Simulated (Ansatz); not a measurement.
A geometry of SiO2 away from equilibrium: the start of the relaxation of a generated cell, SiO2 built in the CdI2 structure type. Level of theory: PBE (plane waves to 420 eV, PAW, scalar-relativistic; Ansatz, a program for electronic structure). Γ-centred k-mesh 10×10×6 on the run's cell (coarser than for final values), Fermi–Dirac smearing 0.05 eV.

```xyz
3
Lattice="2.6450 0.0000 0.0000 -1.3225 2.2906 0.0000 0.0000 0.0000 4.2669" Properties=species:S:1:pos:R:3 pbc="T T T"
Si     0.0000     0.0000     0.0000
O      0.0000     1.5271     1.0753
O      1.3225     0.7635     3.1917
```

Question: What forces act on the atoms (eV/Å)?

Answer: 
| atom | Fx | Fy | Fz |
|---|---|---|---|
| Si1 | 0.00 | 0.00 | 0.00 |
| O2 | 0.00 | 0.00 | -4.26 |
| O3 | 0.00 | 0.00 | 4.26 |

Question: What is the pressure?

Answer: -7.8 GPa, compression positive.

Question: How much energy per atom can still be gained by relaxing?

Answer: 0.29 eV/atom; the path ends in P-3m1 (No. 164) (CdI2 type).

No spin polarisation in the result. Without a van der Waals term the distances between weakly bound units are poorly fixed.

The run could not lose the symmetry of its start: the end is stationary, and may be a saddle point rather than a minimum.

The end of the path is a generated cell of SiO2: the first start was made by placing the elements on the sites of a structure type, and the end was not matched to a known phase here, so it may be hypothetical. Known forms of SiO2 include space group No. 92, 136, 152, 154.
